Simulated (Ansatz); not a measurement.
## Two inputs for Si3N4

Cell: an entry of the Crystallography Open Database (COD; perhaps a calculated or model structure), ions relaxed with PBE at fixed cell.

Space group P6_3/m (No. 176); a = 7.6044, c = 2.9063 Å, γ = 120.00°.

| site | Wyckoff | site symmetry | x | y | z |
| --- | --- | --- | --- | --- | --- |
| Si | 6h | m.. | 0.7680 | 0.1741 | 0.2500 |
| N7 | 6h | m.. | 0.0300 | 0.3299 | 0.2500 |
| N13 | 2d | -6.. | 0.6667 | 0.3333 | 0.2500 |

One atom of each set is listed.

Reference run. All values are calculated (Ansatz; DFT, PBE, plane waves and PAW, scalar-relativistic, 420 eV cutoff, Γ-centred 4×4×10 k-points, Fermi–Dirac smearing 0.02 eV), not measured.

(1) The input is changed as follows: `hamiltonian.dispersion`: not typed → d3bjatm; `basis.ecutwfc`: not typed → 600 eV. What happens to V_zz (10²¹ V/m²) and η?

Answers

(1) 

```
site  V_zz reference  η reference  V_zz changed  η changed
  Si            0.97         0.42          0.97       0.42
  N7           -4.94         0.07         -4.95       0.07
 N13           -4.89         0.00         -4.91       0.00
```

No V_zz moves by more than 0.02. The dispersion term itself leaves the density as it is.

On the reference run: At this cell the PBE pressure is 6 GPa, so with PBE the cell would grow if it were relaxed.
